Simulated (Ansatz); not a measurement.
ZnSe (zinc blende)

```yaml
crystal:
  lattice:
    - [0.00000, 2.81676, 2.81676]
    - [2.81676, 0.00000, 2.81676]
    - [2.81676, 2.81676, 0.00000]
  atoms:
    - { symbol: Se, position: [0.75000, 0.75000, 0.75000] }
    - { symbol: Zn, position: [0.00000, 0.00000, 0.00000] }
```

The slice is a {100} plane (indices of the conventional cell) through the point (0.750, 0.750, 0.750) (fractional), spanned by u = [100] and v = [0 1 -1] in vectors of this cell: u (3.98 Å) and v (3.98 Å, at 90° to u). It covers one period; positions are fractions (u, v).

Level of theory: PBEsol (plane waves to 420 eV, PAW, scalar-relativistic; Ansatz, a first-principles code). k mesh 10×10×10. Inside the PAW spheres the values are not all-electron values, and peaks at nuclei hang on which shells count as valence. ZnSe was relaxed with its symmetry unable to fall.

Sketch the valence electron density on this plane as a map.


```
|@@@@%%##**++==------::::::::::------==++**##%%@@|
|%%%%##**++====----::::::::::::::----====++**##%%|
|####**++++====----::::::::::::::----====++++**##|
|****++++====----::::::......::::::----====++++**|
|++++======----::::::..........::::::----======++|
|========------::::..............::::------======|
|==--------::::::..................::::::--------|
|--------::::::......          ......::::::------|
|----::::::::......              ......::::::::--|
|::::::::::......                  ......::::::::|
|::::::::........                  ........::::::|
|::::::::........                  ........::::::|
|::::::::........                  ........::::::|
|::::::::::......                  ......::::::::|
|----::::::::......              ......::::::::--|
|--------::::::......          ......::::::------|
|==--------::::::..................::::::--------|
|========------::::..............::::------======|
|++++======----::::::..........::::::----======++|
|****++++====----::::::......::::::----====++++**|
|####**++++====----::::::::::::::----====++++**##|
|%%%%##**++====----::::::::::::::----====++**##%%|
|@@@@%%##**++==------::::::::::------==++**##%%@@|
|@@@@%%##**++====----::::::::::----====++**##%%@@|
```
Scale: ten equal steps from -1.84 (start of ' ') to 1.66 (end of '@'), in the order ' .:-=+*#%@'. Values: log₁₀ of the valence density in e/Å³. The map has 24 points along u (two characters each, u = 0 at the left) and 24 along v (v = 0 in the bottom row). The scale is logarithmic, as a density can span decades between atoms and voids.
